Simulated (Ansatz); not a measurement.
Input and command of a plane-wave DFT calculation in Ansatz:

```yaml
crystal:
  lattice:
    - [7.4703304396, 0.0, 0.0]
    - [0.0, 7.4703304396, 0.0]
    - [0.0, 0.0, 3.9260828049]
  atoms:
    - { symbol: Ca, position: [0.3545951758, 0.8545951758, 0.0] }
    - { symbol: Ca, position: [0.1454048242, 0.3545951758, 0.0] }
    - { symbol: Ca, position: [0.6454048242, 0.1454048242, 0.0] }
    - { symbol: Ca, position: [0.8545951758, 0.6454048242, 0.0] }
    - { symbol: P, position: [0.0, 0.0, 0.0] }
    - { symbol: P, position: [0.5, 0.5, 0.0] }
    - { symbol: P, position: [0.170256136, 0.670256136, 0.5] }
    - { symbol: P, position: [0.329743864, 0.170256136, 0.5] }
    - { symbol: P, position: [0.829743864, 0.329743864, 0.5] }
    - { symbol: P, position: [0.670256136, 0.829743864, 0.5] }
basis:
  ecutwfc: 420
kpoints:
  mp_grid: { grid: [6, 6, 10] }
hamiltonian:
  xc: pbe
scf:
  occupations: { method: gaussian, width: 0.1 }
output:
  forces: true
  stress: true
  eigenvalues: true
  write_density: true
  write_potential: true
  elf: true
  volumetric_format: npy
relax:
  adjacent_minimum: "off"
  f_tol: 0.01
  max_steps: 80
  cell: { stress_tol: 0.05 }
```

```bash
ansatz run input.yaml --threads 1 --pin off --max-ram 2560MiB --backend cpu --events-out ev --progress --plain --runs-dir out
```

Processor: Arm Neoverse V2, 1 thread, on a host shared with other jobs.

Question: How long does it run, and how much memory does it take?

Answer: About 4.3 min on 1 thread of Arm Neoverse V2, on a shared host, peak memory 0.68 GiB. It solves 45 bands at 60 k points (the mesh reduced by the symmetry that the task leaves, which can be less than the crystal's) with about 4309 plane waves (on the last cell), in 40 SCF iterations over 6 ionic steps.
